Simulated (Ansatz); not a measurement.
**One geometry of GeSbTe$_{3}$, one setting changed: spin–orbit coupling**

Method: DFT PBE, plane waves, PAW in Ansatz. The atoms stay where they are, in a cell that isn't relaxed at these levels; pressure is positive in compression. “Off” is scalar-relativistic.

```cif
data_structure
_symmetry_space_group_name_H-M 'P 1'
_symmetry_Int_Tables_number 1
_cell_length_a 10.1659
_cell_length_b 10.1659
_cell_length_c 10.1659
_cell_angle_alpha 23.883
_cell_angle_beta 23.883
_cell_angle_gamma 23.883
_cell_volume 151.30
loop_
_atom_site_label
_atom_site_type_symbol
_atom_site_fract_x
_atom_site_fract_y
_atom_site_fract_z
_atom_site_occupancy
Ge1 Ge 0.59782 0.59782 0.59782 1
Sb1 Sb 0.39770 0.39770 0.39770 1
Te1 Te 0.99836 0.99836 0.99836 1
Te2 Te 0.79258 0.79258 0.79258 1
Te3 Te 0.21354 0.21354 0.21354 1
```

```json
{
 "plane-wave cutoff": "420 eV",
 "Γ-centred k-mesh": "12×12×12",
 "occupation rule": "Gaussian smearing, 0.1 eV"
}
```

```csv
spin–orbit coupling,gap on mesh (eV),P (GPa),largest force (eV/Å)
off,metal,0.2,0.148
```

What do the runs give for on?

They give:

```csv
spin–orbit coupling,gap on mesh (eV),P (GPa),largest force (eV/Å)
on,metal,0.4,0.130
```

Cost: 2 runs of about 7.4 core-minutes in all, on AMD EPYC 9R45 (Zen 5) (shared hosts).